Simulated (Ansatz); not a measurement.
Input:

MoPt:
```xyz
2
Lattice="2.7106 0.0000 0.0000 0.0000 2.7106 0.0000 0.0000 0.0000 4.1254" Properties=species:S:1:pos:R:3 pbc="T T T"
Pt     0.0000     0.0000     0.0000
Mo     1.3553     1.3553     2.0627
```

This is the r²SCAN-relaxed structure.

### Question
All from plane-wave PAW r²SCAN (Ansatz code), unless another level is named. Estimate the density of states at the Fermi level.

### Answer
0.91 states/eV per atom (mean over ±0.08 eV).

### Question
And the formation energy from the elements (no fitted shifts)?

### Answer
-275 meV/atom.

### Question
Next, the gap with spin–orbit coupling?

### Answer
none (metallic).

Space group P4/mmm (L1₀ or tetragonal B2). The start of the workflow was typed in or built on a structure type; neither database checked (COD, Materials Project) lists it. Its standing as an ambient phase is unchecked. The cell was relaxed with r²SCAN under the symmetry of its start; its stability against distortions is not shown here. No spin polarisation was allowed. The references are the lowest solids computed at this level, not always the standard phases. Scalar-relativistic: spin–orbit coupling is off unless named, which matters more the heavier the elements.

Potentials: the earlier of the program's two PAW sets.
